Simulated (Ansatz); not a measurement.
A geometry of Rh away from equilibrium: the start of the relaxation of a randomly generated symmetric cell of Rh (space group No. 49). Level of theory: PBE (plane waves to 420 eV, PAW, scalar-relativistic; Ansatz, a program for electronic structure). Γ-centred k-mesh 11×8×7 on the run's cell (coarser than for final values), Fermi–Dirac smearing 0.05 eV.

```xyz
4
Lattice="3.0538 0.0000 0.0000 0.0000 4.2649 0.0000 0.0000 0.0000 4.9580" Properties=species:S:1:pos:R:3:forces:R:3 pbc="T T T" free_energy=-25608.882 pressure_GPa=-3.8
Rh     0.5521     3.2583     2.4790    1.3710   -1.6757    0.0000
Rh     2.5016     1.0066     2.4790   -1.3710    1.6757    0.0000
Rh     2.5016     3.2583     0.0000   -1.3710   -1.6757    0.0000
Rh     0.5521     1.0066     0.0000    1.3710    1.6757    0.0000
```

Positions in Å, forces in eV/Å, free energy of the cell in eV (comparable only within this code, potentials and settings). Largest force: 2.17 eV/Å, on Rh1, Rh2, Rh3, Rh4 (atoms numbered as listed); the geometry lies 0.51 eV/atom above the end of its relaxation.

No spin polarisation in the result.

The run could not lose the symmetry of its start: the end is stationary, and may be a saddle point rather than a minimum.

The end of the path is a generated cell of Rh: the first start was made by a random draw of sites in a space group, and the end was not matched to a known phase here, so it may be hypothetical. Known forms of Rh include space group No. 225.
